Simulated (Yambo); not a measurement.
**CsCaF3: sweep of GW parameters**

G0W0@PBEsol for CsCaF$_{3}$ (cubic perovskite, space group Pm-3m, No. 221) in Yambo. Reference settings: 4×4×4 Γ-centred k mesh, 136 bands and a 7 Ry block in the screening, 136 bands in G with the Bruneval-Gonze terminator, plasmon pole fitted at 27.2 eV. The PBEsol gap R → Γ on this mesh is 7.00 eV; G0W0 gaps are taken between the same points.

| change from the reference | G0W0 gap R → Γ (eV) | shift of the valence edge (eV) |
|---|---|---|
| reference settings | 10.33 | -2.27 |
| 54 bands in W, 54 bands in G | 10.65 | -2.16 |
| 54 bands in G | 10.39 | -2.25 |
| 2 Ry block | 11.14 | -3.18 |
| 6 Ry block | 10.34 | -2.29 |
| 54 bands in G, no terminator | 10.24 | -1.71 |

The reference isn't shown to be the converged limit.

The cell is held in this high symmetry; tilts and polar distortions were not searched.

Geometry of the Materials Project entry, not relaxed at this level; primitive cell a = b = c = 4.521 Å, α = β = γ = 90.00°.

The structure is a Materials Project entry; no match was found in the copy of COD used, and its stability was not checked.

A shift is the quasiparticle energy of the state minus its PBEsol energy.
